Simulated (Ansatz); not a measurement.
The calculation used DFT PBE, scalar-relativistic, plane waves, PAW (Ansatz). All cells share a 420 eV cutoff and Γ-centred k meshes spaced about 0.3 Å⁻¹ or finer (0.25 for metals, 2π included). These runs have no spin polarisation.

These are static total energies at zero pressure.

Two relaxed structures of MoH6:

1.

```yaml
crystal:
  lattice:
    - [0.00000, 2.83730, 6.42982]
    - [1.63406, 0.00000, 6.42982]
    - [1.63406, 2.83730, 0.00000]
  atoms:
    - { symbol: H, position: [0.58305, 0.91695, 0.58305] }
    - { symbol: H, position: [0.91695, 0.58305, 0.91695] }
    - { symbol: H, position: [0.25940, 0.96377, 0.34843] }
    - { symbol: H, position: [0.34843, 0.42840, 0.25940] }
    - { symbol: H, position: [0.96377, 0.25940, 0.42840] }
    - { symbol: H, position: [0.42840, 0.34843, 0.96377] }
    - { symbol: Mo, position: [0.25000, 0.25000, 0.25000] }
```

2.

```yaml
crystal:
  lattice:
    - [1.66829, -2.78813, 0.00000]
    - [1.66829, 2.78813, 0.00000]
    - [0.00000, 0.00000, 6.77407]
  atoms:
    - { symbol: H, position: [0.37306, 0.37306, 0.73500] }
    - { symbol: H, position: [0.37306, 0.37306, 0.26500] }
    - { symbol: H, position: [0.83750, 0.16250, 0.00000] }
    - { symbol: H, position: [0.16250, 0.83750, 0.00000] }
    - { symbol: H, position: [0.62694, 0.62694, 0.73500] }
    - { symbol: H, position: [0.62694, 0.62694, 0.26500] }
    - { symbol: Mo, position: [0.50000, 0.50000, 0.00000] }
```

Question: Which would you expect to be lower, and how large is the difference?

Answer: Cell 1 is lower, by 13 meV/atom. Cell 1 has space group F222 (No. 22), 8.5 Å³/atom and no gap on its mesh; cell 2 has space group Cmmm (No. 65), 9.0 Å³/atom and no gap. Cell 1 and cell 2 both hold H–H pairs. Even the lower one lies +0.21 eV/atom against the reference forms of the elements (uncorrected), so neither is stable at this level. In cell 1, H on a site of symmetry 2 has 3 H at 1.89 Å and 3 Mo at 1.89 Å; H on a site of symmetry 1 is surrounded by 1 H at 0.87 Å and 1 Mo at 1.83 Å; Mo is surrounded by 10 H at 1.83–1.89 Å. In cell 2, around H on a site of symmetry m lie 1 H at 0.85 Å and 1 Mo at 1.84 Å; H on a site of symmetry m2m has 1 H at 1.81 Å, 3 Mo at 1.88–1.90 Å and 2 H at 1.93 Å; Mo has 10 H at 1.84–1.90 Å. Both come from trial cells of a structure search, whose lowest cell (P1, 12.5 Å³/atom) lies 149 meV/atom below the lower of the two.

For metals, differences of a few meV/atom aren't resolved. Weakly bound directions are ill-defined at this level, which has no dispersion term (F222, Cmmm), and this can change margins and order among such cells. With hydrogen, zero-point motion can shift such differences by 10 meV/atom or more. A magnetic state wasn't ruled out in cells without spin, among them Cmmm. Trial moments fell under 0.15 μB along the way in F222; another start might hold them. Cells relaxed within their symmetry can be saddle points. Some structure types and database cells were kept out of the candidates from the start, so a known form may be missing.
